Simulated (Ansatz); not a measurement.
A trial structure of CsMgAuC6N6 was built thus: cyanide-bridged rock-salt net of two metals, 1 guest cations a cell (F-43m, No. 216). The dimensions are guesses.

```cif
data_structure
_symmetry_space_group_name_H-M 'F-43m'
_symmetry_Int_Tables_number 216
_cell_length_a 10.3240
_cell_length_b 10.3240
_cell_length_c 10.3240
_cell_angle_alpha 90.000
_cell_angle_beta 90.000
_cell_angle_gamma 90.000
_cell_volume 1100.38
loop_
_atom_site_label
_atom_site_type_symbol
_atom_site_symmetry_multiplicity
_atom_site_Wyckoff_symbol
_atom_site_fract_x
_atom_site_fract_y
_atom_site_fract_z
_atom_site_occupancy
Cs1 Cs 4 c 0.25000 0.25000 0.25000 1
Mg1 Mg 4 b 0.50000 0.00000 0.00000 1
C1 C 24 f 0.18568 0.00000 0.00000 1
Au1 Au 4 a 0.00000 0.00000 0.00000 1
N1 N 24 f 0.29901 0.00000 0.00000 1
```

Level of theory: DFT PBE, scalar-relativistic, plane waves, PAW in Ansatz 0.2.0. Cutoff 420 eV, Gaussian smearing, Γ-centred meshes. Cell and atoms relax first on a coarse mesh and then on a converged one. In between, the cell is made exact in the group found at 0.06 Å. The steps can't lower the symmetry of their start. Collinear spin is switched on along the way, since trial moments persisted in a coarse test.

A guess keeps its type if space group and coordination stay and the shape of the cell changes little (axis ratios within about 15 %, angles within 6°); the volume may change.

Q: Does this structure survive the relaxation?

A: It keeps its type. The symmetry stays F-43m (No. 216). The volume per atom grows by 25.2 %, from 18.3 to 23.0 Å³. The shortest distance stays 1.17 Å (C–N). Counting neighbours within 15 % of an atom's shortest distance, the start has Au 6, C 1, Cs 24, Mg 6, N 1 and the end Au 6, C 1, Cs 24, Mg 6, N 1.

The last run used collinear spin, a 6×6×6 mesh for its 15-atom cell and Gaussian smearing of 0.02 eV. These runs have no spin–orbit coupling, which can matter for Au. The magnetic state reached may not be the lowest. Symmetry constrained the relaxation, so the result can be a saddle point.
